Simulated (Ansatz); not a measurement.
The elements of this relaxed trial crystal are hidden behind letters.

```
lattice vectors (Å)
   0.0000    4.4764    4.4764
   4.4764    0.0000    4.4764
   4.4764    4.4764    0.0000
fractional positions
X 0.0000 0.0000 0.0000
Z 0.5000 0.5000 0.5000
Q 0.7413 0.2587 0.2587
Q 0.2587 0.7413 0.7413
Q 0.2587 0.7413 0.2587
Q 0.7413 0.2587 0.7413
Q 0.2587 0.2587 0.7413
Q 0.7413 0.7413 0.2587
```

Computed with Ansatz, DFT PBE, scalar-relativistic, plane waves, PAW. Settings of the last relaxation (8-atom cell): 420 eV, 8×8×8 k points, Gaussian smearing of 0.10 eV, collinear spin.

* Space group: Fm-3m (No. 225)
* Conventional cell: a = 8.953 Å
* Volume per atom: 22.43 Å³
* Density: 2.32 g/cm³
* Energy over the elements: −0.03 eV/atom
* Gap on the 8×8×8 mesh of the 8-atom cell: 0 eV (a metal)
* Net moment per atom: 0.88 μB

Energies are uncorrected and count from the elements' standard states at the same level.

Problem. X is an s-block element of period 4, Z is a p-block element of period 5 and Q is a p-block element of period 2. Which elements are they?

Solution. X = Ca, Z = In, Q = O, so the formula is CaInO6. Density times volume gives a mean mass of 2.32 × 22.43/1.6605 = 31.3 u per atom, and this set has 31.4 u. Ca is surrounded by 6 O at 2.32 Å; In has 6 O at 2.16 Å; O has 1 In at 2.16 Å and 1 Ca at 2.32 Å. Other sets within the hints have nearly the same mass, so mass alone doesn't settle it; this one was computed.

The magnetic state reached may not be the lowest. A structure relaxed within its symmetry needn't be a true minimum.
